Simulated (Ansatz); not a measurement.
## Zr₃TiN₄: relaxed-ion elastic tensor

Method: DFT PBE, scalar-relativistic, plane waves, PAW (Ansatz 0.2.0). Cutoff 420 eV, 12×12×4 k-points (Γ-centred), Fermi-Dirac smearing of 0.15 eV. No spin polarisation.

Relaxed structure:
```yaml
crystal:
  lattice:
    - [3.20554, 0.00000, 0.00000]
    - [0.00000, 3.20554, 0.00000]
    - [0.00000, 0.00000, 9.03302]
  atoms:
    - { symbol: Zr, position: [0.00000, 0.00000, 0.74153] }
    - { symbol: Zr, position: [0.00000, 0.00000, 0.25847] }
    - { symbol: Zr, position: [0.50000, 0.50000, 0.00000] }
    - { symbol: Ti, position: [0.50000, 0.50000, 0.50000] }
    - { symbol: N, position: [0.00000, 0.00000, 0.50000] }
    - { symbol: N, position: [0.50000, 0.50000, 0.25735] }
    - { symbol: N, position: [0.00000, 0.00000, 0.00000] }
    - { symbol: N, position: [0.50000, 0.50000, 0.74265] }
```

It was reached by relaxing an invented guess, and it needn't be the stable form of this composition. In a metal, frequencies and elastic constants depend on the k mesh and the smearing, soft modes and shear constants most.

Question: Give the relaxed-ion elastic constants (GPa, Voigt order xx yy zz yz xz xy, on the Cartesian axes of the cell above).

Answer:
C11 = 446.6, C12 = 186.5, C13 = 114.0, C22 = 446.6, C23 = 114.0, C33 = 507.5, C44 = 125.5, C55 = 125.5, C66 = 208.0 GPa; the others vanish.

Question: Is the crystal stable against homogeneous strain?

Answer: Yes: the least eigenvalue of the tensor is 125.5 GPa.

Question: And the moduli of a polycrystal (Hill averages)?

Answer: B = 248 GPa, G = 153 GPa, E = 382 GPa, ν = 0.24.
